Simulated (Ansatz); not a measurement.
## Is this Sr₄O₃ structure a true minimum?

The structure comes from a generated guess, relaxed at this level; another structure or a mixture of phases may lie lower.

The calculation used DFT PBE, scalar-relativistic, plane waves, PAW in Ansatz 0.2.0. Cutoff 420 eV; k points 6×6×6 on the computed 7-atom cell (Γ-centred); Gaussian smearing, width 0.02 eV; no spin polarisation.

The cell below (7 atoms, space group P-43m (No. 215)) is relaxed within its symmetry.

```cif
data_structure
_symmetry_space_group_name_H-M 'P 1'
_symmetry_Int_Tables_number 1
_cell_length_a 5.7208
_cell_length_b 5.7208
_cell_length_c 5.7208
_cell_angle_alpha 90.000
_cell_angle_beta 90.000
_cell_angle_gamma 90.000
_cell_volume 187.23
loop_
_atom_site_label
_atom_site_type_symbol
_atom_site_fract_x
_atom_site_fract_y
_atom_site_fract_z
_atom_site_occupancy
Sr1 Sr 0.76315 0.76315 0.76315 1
Sr2 Sr 0.23685 0.23685 0.76315 1
Sr3 Sr 0.23685 0.76315 0.23685 1
Sr4 Sr 0.76315 0.23685 0.23685 1
O1 O 0.00000 0.00000 0.50000 1
O2 O 0.50000 0.00000 0.00000 1
O3 O 0.00000 0.50000 0.00000 1
```

For the test it was strained at random (σ = 1.5 % a component), the atoms were moved at random (σ = 0.15 Å), and all was relaxed again on a coarse 2×2×2 mesh (in the run’s order of axes) with 0.10 eV smearing, with no symmetry imposed.

Question: Is the structure stable against such a distortion?

Answer: It returns, within 2 meV/atom of the unmoved cell on that mesh and with the same symmetry when read at 0.1 Å (P-42m at 0.01 Å, so small strains and shifts remain). So it is stable against the distortions that fit this cell and that this random move excites. Modes that don't fit the cell aren't tested.
